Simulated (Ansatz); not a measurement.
Sc₃InB:
```
Sc3InB
1.0
    4.68128     0.00000     0.00000
    0.00000     4.68128     0.00000
    0.00000     0.00000     4.68128
B In Sc
1 1 3
Cartesian
  2.34064   2.34064   2.34064
  0.00000   0.00000   0.00000
  0.00000   2.34064   2.34064
  2.34064   0.00000   2.34064
  2.34064   2.34064   0.00000
```

Relaxed with r²SCAN.

Task: Tabulate the valence density and the electron localisation function along the shortest Sc–Sc contact (3.31 Å), the program Ansatz at the r²SCAN level (PAW).

Result: 

```
distance from Sc (Å)  density (e/Å³)   ELF
--------------------  --------------  ----
0.33                            6.54  0.46
0.50                            4.60  0.71
0.66                            2.37  0.72
0.83                            0.92  0.49
0.99                            0.34  0.15
1.16                            0.18  0.07
1.32                            0.14  0.12
1.49                            0.13  0.25
1.66                            0.13  0.32
1.82                            0.13  0.25
1.99                            0.14  0.12
2.15                            0.18  0.07
2.32                            0.34  0.15
2.48                            0.92  0.49
2.65                            2.37  0.72
2.81                            4.60  0.71
2.98                            6.54  0.46
```

The density is the valence pseudo-density with augmentation charge, so density and ELF within about 1 Å of a nucleus are not all-electron values.

Space group Pm-3m (anti-perovskite). The workflow started from an entry of the Crystallography Open Database (COD). Its standing as an ambient phase is unchecked. The r²SCAN relaxation kept the symmetry of its start; of distortions, only those at the zone centre were tested. No spin polarisation was allowed.

Potentials: the later of the program's two PAW sets.
